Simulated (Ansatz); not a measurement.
GaN in space group P6_3/mmc (No. 194; Ga on 2d, N on 2b), DFT-LDA in the program Ansatz with PAW potentials. The conduction-band minimum lies at Γ, with 1 equivalent valley. Second derivatives d²E/dk² of the lowest band at one valley (eV·Å²), along Cartesian directions:

```tsv
direction	d²E/dk²
[100]	37.39
[010]	37.39
[001]	21.07
[110]	37.39
[101]	29.25
[011]	29.25
```

### Question
Find the principal effective masses, the density-of-states mass and the conductivity mass.

### Answer
Off-diagonal terms follow from H_xy = H[110] − (H_xx + H_yy)/2, and m*/mₑ = 7.620 eV·Å² over each eigenvalue: 0.20, 0.20, 0.36. One valley's DOS mass (m₁m₂m₃)^(1/3) = 0.25, conductivity mass 3/(Σ 1/mᵢ) = 0.24 mₑ.

### Question
What effective density of states Nc follows at 300 K for parabolic valleys?

### Answer
Nc = 2.509e19 × 1 × (0.25)^(3/2) ≈ 3.1e18 cm⁻³.

The first step of the workflow began from a Materials Project structure, measured or hypothetical; the Crystallography Open Database copy checked does not list it. It is not the phase usual at ambient conditions (space group No. 186, 216). The cell was relaxed with LDA under the symmetry of its start; phonons on a q-mesh show weakly imaginary modes. A crystal of weakly bound layers computed without a dispersion correction: the cell and the soft elastic constants depend strongly on that. Scalar-relativistic: spin–orbit coupling is off unless named, which matters more the heavier the elements.

Potentials: the earlier of the program's two PAW sets.

Edges and masses are those of Kohn–Sham bands, whose gap is no quasiparticle gap.
